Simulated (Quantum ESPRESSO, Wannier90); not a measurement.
RbCl (rock salt): Wannier90 run

```
begin unit_cell_cart
ang
    0.0000000000    3.3087050000    3.3087050000
    3.3087050000    0.0000000000    3.3087050000
    3.3087050000    3.3087050000    0.0000000000
end unit_cell_cart
begin atoms_frac
Rb   0.0000000000  0.0000000000  0.0000000000
Cl   0.5000000000  0.5000000000  0.5000000000
end atoms_frac
```

Cell from Materials Project (mp-23295), symmetrised, no further relaxation. COD (Crystallography Open Database) has the formula in 2 space groups, this one among them (matched by group alone). Level: PBEsol, no spin polarisation, no spin-orbit coupling; pw.x of Quantum ESPRESSO at 47 Ry with PseudoDojo potentials, 8×8×8 k-points, Wannier90. Density: 8×8×8 mesh, cold smearing 0.01 Ry.

Bands 2,6-8 form an isolated set from -12.01 to 0.00 eV relative to the valence-band maximum (on the path) and are turned into 4 Wannier functions by minimising the spread from the start: sp3 on Cl. Bands 3–5 (Rb 4p 98 %) lie between the kept ones and are excluded.

### Question
Where do the functions sit, how wide are they and what are they made of?

### Answer
```json
[
 {"functions": "4", "spread (Å²)": "1.27", "nearest atom, distance (Å)": "Cl 0.43", "second atom, distance (Å)": "Rb 3.08", "weight on atomic waves": "Cl 3p 72 %, Cl 3s 23 %"}
]
```

Ω_I = 4.35 Å², Ω_total = 5.07 Å²; the interpolated bands follow pw.x to 0.0 meV rms on the path. It is the lowest total spread that any start reached here.
